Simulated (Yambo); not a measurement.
KI (rock salt, space group Fm-3m, No. 225), G0W0@PBEsol in Yambo with this input:

```
rim_cut
gw0
dyson
el_el_corr
HF_and_locXC
ppa
em1d
RandQpts= 1000000
RandGvec= 1 Ry
EXXRLvcs= 74 Ry
VXCRLvcs= 296 Ry
Chimod= "HARTREE"
% BndsRnXp
 1 | 193 |
%
NGsBlkXp= 10 Ry
% LongDrXp
 1.0 | 1.0 | 1.0 |
%
PPAPntXp= 27.2114 eV
% GbndRnge
 1 | 193 |
%
GTermKind= "BG"
DysSolver= "n"
ExtendOut
```

On a 4×4×4 mesh, with wavefunctions cut at 74 Ry, the gap (Γ → Γ) is 6.154 eV and the valence edge shifts by -1.726 eV.

What happens with this change: 2 Ry block?

The gap falls by 0.417 eV, to 5.737 eV; the shift of the valence edge becomes -1.325 eV. Neither run is shown to be the converged limit.

Spin-orbit coupling is not included.

Geometry relaxed with PBEsol; primitive cell a = 4.953 Å, b = 4.953 Å, c = 4.953 Å, α = 60.00°, β = 60.00°, γ = 60.00°.

A shift is the quasiparticle energy of the state minus its PBEsol energy.
